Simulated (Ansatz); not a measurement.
The calculation used DFT PBE, scalar-relativistic, plane waves, PAW (Ansatz). Cutoff 420 eV, Γ-centred 12×12×6 mesh (4-atom cell), Gaussian smearing of 0.01 eV, no spin polarisation.

Energies over the elements count from the elements' standard structures at the same level (F₂ as a molecule), with no fitted energy shifts.

Q: Propose a candidate for a trigonal narrow-gap semiconductor with formula InAgF2, with a gap near 0.2 eV, a formation energy near −1.23 eV/atom and about 19 Å³ per atom, in a cell of 4 atoms.

A: InAgF2, space group P-3m1 (No. 164). In is surrounded by 6 F at 2.75 Å and 2 Ag at 3.01 Å; around Ag lie 6 F at 2.55 Å and 2 In at 3.01 Å; F has 3 Ag at 2.55 Å and 3 In at 2.75 Å.

```cif
data_structure
_symmetry_space_group_name_H-M 'P 1'
_symmetry_Int_Tables_number 1
_cell_length_a 3.7680
_cell_length_b 3.7680
_cell_length_c 6.0238
_cell_angle_alpha 90.000
_cell_angle_beta 90.000
_cell_angle_gamma 120.000
_cell_volume 74.07
loop_
_atom_site_label
_atom_site_type_symbol
_atom_site_fract_x
_atom_site_fract_y
_atom_site_fract_z
_atom_site_occupancy
In1 In 0.00000 0.00000 0.00000 1
Ag1 Ag 0.00000 0.00000 0.50000 1
F1 F 0.33333 0.66667 0.72080 1
F2 F 0.66667 0.33333 0.27920 1
```

The volume per atom is 18.52 Å³ and the density is 5.84 g/cm³. The energy over the elements is −1.230 eV/atom and the gap on the 12×12×6 mesh of the 4-atom cell is 0.23 eV.

The cell was found from a structure generator's guess, not taken from experiment. Other answers may fit too; this one was computed.

Kohn–Sham gaps at this level usually fall short of measured ones. Small gaps are read on the mesh alone, and bands can cross between its points. A structure relaxed within its symmetry needn't be a true minimum.
